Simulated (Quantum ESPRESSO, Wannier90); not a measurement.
Wannierisation of HfO₂ (P4₂/nmc)

```xyz
6
Lattice="3.5580 0.0000 0.0000 0.0000 3.5580 0.0000 0.0000 0.0000 5.1719" Properties=species:S:1:pos:R:3 pbc="T T T"
Hf     1.7790     1.7790     2.5859
Hf     0.0000     0.0000     0.0000
O      0.0000     1.7790    -1.5660
O      0.0000     1.7790     1.0199
O      1.7790     0.0000    -1.0199
O      1.7790     0.0000     1.5660
```

Materials Project entry mp-1018721; symmetrised, unrelaxed at this level. Not found in the COD (Crystallography Open Database) copy used, which has the formula in other groups; not checked further. Level: PBEsol, no spin polarisation, no spin-orbit coupling; pw.x of Quantum ESPRESSO at 68 Ry with PseudoDojo potentials, 8×8×6 k-points, Wannier90. Density: 10×10×6 mesh, cold smearing 0.01 Ry. Spin-orbit coupling is left out although heavy elements are present.

Bands 13-24 form an isolated set from -5.79 to 0.00 eV relative to the valence-band maximum (on the path) and are turned into 12 Wannier functions by minimising the spread from the start: atomic waves O 2p.

### Question
Where do the functions sit, how wide are they and what are they made of?

### Answer
| functions | spread (Å²) | nearest atom, distance (Å) | second atom, distance (Å) | weight on atomic waves |
|---|---|---|---|---|
| 8 | 1.19 | O 0.00 | Hf 2.05 | O 2p 82 %, Hf 5d 14 % |
| 4 | 1.24 | O 0.11 | Hf 2.00 | O 2p 80 %, Hf 5d 13 % |

Ω_I = 14.29 Å², Ω_total = 14.46 Å²; the interpolated bands follow pw.x to 0.2 meV rms on the path. Only this start was tried; a symmetric start can stop on a saddle, and mixtures of these functions could lower the total by at most Ω_total − Ω_I.
